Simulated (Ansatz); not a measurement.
ZrPbO3 (cubic perovskite)

```
CELL_PARAMETERS angstrom
      8.21717     0.00000     0.00000
      0.00000     4.10859     0.00000
      0.00000     0.00000     4.10859
ATOMIC_POSITIONS crystal
  Zr 0.00000 0.00000 0.00000
  Zr 0.50000 0.00000 0.00000
  Pb 0.25000 0.50000 0.50000
  Pb 0.75000 0.50000 0.50000
  O  0.25000 0.00000 0.00000
  O  0.75000 0.00000 0.00000
  O  0.00000 0.50000 0.00000
  O  0.50000 0.50000 0.00000
  O  0.00000 0.00000 0.50000
  O  0.50000 0.00000 0.50000
```

A phonon eigenvector at X = (0.5, 0.0, 0.0) is frozen into this cell: atom i moves by Q times the vector below, so Q is the largest atomic displacement, in Å. The cell is held. (q is in reciprocal vectors of the primitive cell; the cell shown is doubled to hold the pattern.)

```tsv
atom	x	y	z
Zr1	-0.557	0.000	0.000
Zr2	0.557	0.000	0.000
O7	-1.000	0.000	0.000
O8	1.000	0.000	0.000
O9	-1.000	0.000	0.000
O10	1.000	0.000	0.000
```

Atoms not listed stay in place.

Level of theory: LDA (plane waves to 420 eV, PAW, scalar-relativistic; Ansatz, a first-principles code). k mesh 4×8×8 (Γ-centred), Fermi-Dirac smearing 0.05 eV. Energies are smeared free energies. Spin-orbit coupling is left out, though Pb is heavy. This is a high-temperature form of ZrPbO3. ZrPbO3 is run without spin polarisation. ZrPbO3 was relaxed with its symmetry unable to fall. The zero of ΔE is the undisplaced structure.

| Q (Å) | ΔE (meV/cell) |
|---|---|
| -0.1000 | 100.0 |
| -0.0833 | withheld |
| -0.0667 | 44.3 |
| -0.0500 | 24.9 |
| -0.0333 | 11.1 |
| -0.0167 | 2.8 |
| 0.0000 | 0.0 |
| 0.0167 | 2.8 |
| 0.0333 | 11.1 |
| 0.0500 | 24.9 |
| 0.0667 | 44.3 |
| 0.0833 | withheld |
| 0.1000 | 100.0 |

**Question.** Fit an even polynomial form (powers 2, 4) to the given rows and predict ΔE at Q = -0.0833.

**Answer.** Least squares on the 11 given rows: ΔE = (9940)·Q² + (5904)·Q⁴, in meV/cell with Q in Å; root-mean-square residual 0.04 meV/cell. At -0.0833 the fit gives 69.3 meV/cell; the calculation gives 69.3 meV/cell, the same to the digits shown. The quadratic term alone would give 69.0 meV/cell.

(A displaced cell: forces are minus the slopes of the energy, force constants its curvatures, and phonons follow from these.)
